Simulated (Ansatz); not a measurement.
Input and command of a plane-wave DFT calculation in Ansatz:

```yaml
crystal:
  lattice:
    - [3.0914888663, 0.584876272, 0.584876272]
    - [0.584876272, 3.0914888663, 0.584876272]
    - [0.584876272, 0.584876272, 3.0914888663]
  atoms:
    - { symbol: Al, position: [0.0, 0.0, 0.0] }
    - { symbol: Ru, position: [0.5, 0.5, 0.5] }
basis:
  ecutwfc: 500
kpoints:
  mp_grid: { grid: [22, 22, 22] }
hamiltonian:
  xc: r2scan
scf:
  occupations: { method: gaussian, width: 0.15 }
output:
  forces: true
  stress: true
  eigenvalues: true
```

```bash
ansatz run input.yaml --threads 1 --pin off --max-ram 2560MiB --backend cpu --events-out ev --progress --plain --runs-dir out
```

Processor: Intel(R) Xeon(R) Processor @ 2.70GHz, 1 thread, on a host shared with other jobs.

**Question.** Estimate time, memory and problem size.

**Answer.** About 31 s on 1 thread of Intel(R) Xeon(R) Processor @ 2.70GHz, with other jobs on the host, peak memory 0.75 GiB. It solves 14 bands at 1024 k points (the mesh reduced by the symmetry that the task leaves, which can be less than the crystal's) with about 687 plane waves, in 6 SCF iterations.
